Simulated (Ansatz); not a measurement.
GaN:
```
CELL_PARAMETERS angstrom
     -1.42650     1.42650     2.46953
      1.42650    -1.42650     2.46953
      1.42650     1.42650    -2.46953
ATOMIC_POSITIONS crystal
  Ga 0.75622 0.75622 0.00000
  N  0.35878 0.35878 0.00000
```

Relaxed with r²SCAN. Special points in fractions of this cell's reciprocal vectors: Γ (0.000, 0.000, 0.000); X (0.000, 0.000, 0.500); P (0.250, 0.250, 0.250); N (0.000, 0.500, 0.000); M (0.500, 0.500, -0.500); S (0.333, 0.667, -0.333); S0 (-0.333, 0.333, 0.333); R (-0.167, 0.167, 0.500); G (0.500, 0.500, -0.167).

Q: List the band energies nearest the valence-band maximum at these points for DFT-r²SCAN in the program Ansatz with PAW potentials.

A: In eV from the valence-band maximum; about four levels below and three above (degenerate sets whole), none deeper than 8.9 eV; … stands for higher levels left out; points with the same levels are listed once.

| k | below | above |
|---|---|---|
| Γ | -0.80 -0.80 -0.63 | 1.86 11.26 … |
| X | -6.87 -4.11 -2.74 | 0.75 6.04 … |
| P | -5.67 -5.67 -3.43 | 2.80 … |
| N | -8.40 -2.16 -0.11 | 4.40 9.32 … |
| M | -8.12 -2.39 -2.39 | 2.72 9.73 … |
| S | -7.25 -5.92 -1.01 | 6.44 9.33 … |
| R | -5.92 -5.74 -3.80 | 4.03 7.78 … |

Space group I4mm. The workflow started from a Materials Project entry (that database holds measured and hypothetical structures alike); the Crystallography Open Database copy checked does not list it. It is not the phase usual at ambient conditions (space group No. 186, 216). Symmetry was held in the r²SCAN relaxation; of distortions, only those at the zone centre were tested. Scalar-relativistic: spin–orbit coupling is off unless named, which matters more the heavier the elements.

Potentials: the earlier of the program's two PAW sets.
